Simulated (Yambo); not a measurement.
InP (zinc blende, space group F-43m, No. 216) under isotropic strain of +2 % on all lattice vectors; a = b = c = 4.2418 Å, α = β = γ = 60.00°. With the G0W0 scissor the direct gap on the mesh is 0.65 eV.

Question: Can the lowest exciton of this BSE run be trusted, and with what binding energy? (Yambo, PBEsol bands; 8×8×8 mesh, 3 valence and 1 conduction bands, static screening with 28 bands and a 4 Ry block, scissor 0.41 eV, Tamm-Dancoff.)

Answer: No. The lowest state lies within a few hundredths of an eV of the direct gap; this mesh is too coarse for weakly bound, extended excitons. The scissor comes from a G0W0 run whose convergence isn't established. Spin-orbit splittings are left out.

The standard potential for In keeps a d shell in the valence without the s and p states of that shell. In tests on such compounds this moved G0W0 gaps by up to about 0.9 eV, so absolute quasiparticle energies here are unreliable; differences between settings are what counts.

Geometry strained from the cell relaxed with PBEsol, atoms relaxed again.
